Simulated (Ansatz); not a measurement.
ReNCl4 in space group I4 (No. 79; Re on 2a, N on 2a, Cl on 8c), DFT-r²SCAN+D4 in the program Ansatz with PAW potentials. The conduction-band minimum lies at Γ, with 1 equivalent valley. Second derivatives d²E/dk² of the lowest band at one valley (eV·Å²), along Cartesian directions:

```json
[
 {"direction": "[100]", "d²E/dk²": "6.524"},
 {"direction": "[010]", "d²E/dk²": "6.524"},
 {"direction": "[001]", "d²E/dk²": "1.338"},
 {"direction": "[110]", "d²E/dk²": "6.522"},
 {"direction": "[101]", "d²E/dk²": "3.932"},
 {"direction": "[011]", "d²E/dk²": "3.932"}
]
```

**Question.** Find the principal effective masses, the density-of-states mass and the conductivity mass.

**Answer.** Off-diagonal terms follow from H_xy = H[110] − (H_xx + H_yy)/2, and m*/mₑ = 7.620 eV·Å² over each eigenvalue: 1.2, 1.2, 5.7. One valley's DOS mass (m₁m₂m₃)^(1/3) = 2.0, conductivity mass 3/(Σ 1/mᵢ) = 1.6 mₑ.

**Question.** What effective density of states Nc follows at 300 K for parabolic valleys?

**Answer.** Nc = 2.509e19 × 1 × (2.0)^(3/2) ≈ 7.1e19 cm⁻³.

The workflow started from a Materials Project entry (that database holds measured and hypothetical structures alike); the Crystallography Open Database copy checked does not list it. Whether it is the stable phase at ambient conditions was not checked. The cell was relaxed with r²SCAN+D4 under the symmetry of its start; whether a distortion lowers the energy is not shown. The run is not spin-polarised. Scalar-relativistic: spin–orbit coupling is off unless named, which matters more the heavier the elements.

Potentials: the later of the program's two PAW sets.

Edges and masses are those of Kohn–Sham bands, whose gap is no quasiparticle gap.
